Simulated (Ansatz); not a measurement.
Polymorphs of IrW, each relaxed with plane-wave PAW PBE (Ansatz code):

A: Cmcm
a = 2.783 Å, b = 10.232 Å, c = 4.341 Å, α = β = γ = 90.00°

| atom | site | symmetry | x | y | z |
|---|---|---|---|---|---|
| W | 4c | m2m | 0.0000 | 0.3369 | 0.2500 |
| Ir | 4c | m2m | 0.0000 | 0.0759 | 0.2500 |

B: CsCl type (Pm-3m)
a = b = c = 3.153 Å, α = β = γ = 90.00°

```tsv
atom	site	symmetry	x	y	z
Ir	1a	m-3m	0.0000	0.0000	0.0000
W	1b	m-3m	0.5000	0.5000	0.5000
```

Question: Put the candidates in order of energy per atom at 0 K, lowest first, for PBE.

Answer: A (+0 meV/atom), B (+522 meV/atom)

Typed or built starts, not in the databases checked: A; B. All cells were relaxed under the symmetry of their starts (and spin orders); stability against distortions was not tested throughout. Rows with no word on spin ran without spin polarisation. Spin–orbit coupling is left out wherever it is not named.

Energies hold the estimated change up to a 700 eV cutoff; steps of a few meV lie near the error of the meshes.

Potentials: the earlier of the program's two PAW sets.
